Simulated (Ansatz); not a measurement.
Sb$_{2}$AsSe$_{2}$: reading a single point

```
CELL_PARAMETERS angstrom
0.00000 4.10514 0.00000
5.57341 -2.05257 0.00000
-0.04890 2.05257 -11.71363
ATOMIC_POSITIONS crystal
Sb 0.95480 0.73410 0.82450
Sb 0.04520 0.26590 0.17550
Sb 0.81190 0.22590 0.60210
Sb 0.18810 0.77410 0.39790
As 0.39420 0.77280 0.98440
As 0.60580 0.22720 0.01560
Se 0.21140 0.18520 0.76240
Se 0.78860 0.81480 0.23760
Se 0.59370 0.77900 0.59160
Se 0.40630 0.22100 0.40840
```

Level: r2SCAN, no spin polarisation; 500 eV; 5×5×5 Γ-centred mesh; fermi-dirac occupations (width 0.1 eV); Ansatz 0.2.0, fixed geometry.

- Stress: The pressure is 0.3 GPa (compression positive), so with the atoms held at these fractions the cell is close to zero pressure; the forces are large, so a full relaxation may end otherwise. The principal stresses -0.8, -0.5, 2.3 GPa differ, so its shape would change too.
- Band edges: Within 0.7 eV of the edges, the states project mainly on Se p (40 %), As p (26 %) and Sb p (22 %) below the gap and on Sb p (50 %), Se p (18 %) and As p (14 %) above it.
- Contacts: Sb–Se at 2.49 Å: least valence density 0.59 e/Å³ and ELF 0.60 there. As–As at 2.56 Å: least valence density 0.47 e/Å³ and ELF 0.75 there, a shared, covalent-like contact. Sb–As at 2.79 Å: least valence density 0.39 e/Å³ and ELF 0.72 there, a shared, covalent-like contact. Both are smooth PAW fields, read partly inside the augmentation spheres.
- Electronic structure: The gap is 0.25 eV, indirect (the least direct gap found is 0.27 eV).
- Formation energy: -0.15 eV an atom against the elements' usual phases (free molecules for gases, crystals otherwise, with no correction for O₂ or N₂), so it is bound against them; other compounds may still compete. Relaxing would lower it.

Origin: a known structure type with other elements, at an estimated volume, so it need not be a known compound. Caveats: no spin-orbit coupling, which can shift this gap by tenths of an eV; the mesh misses a band edge that the path finds.
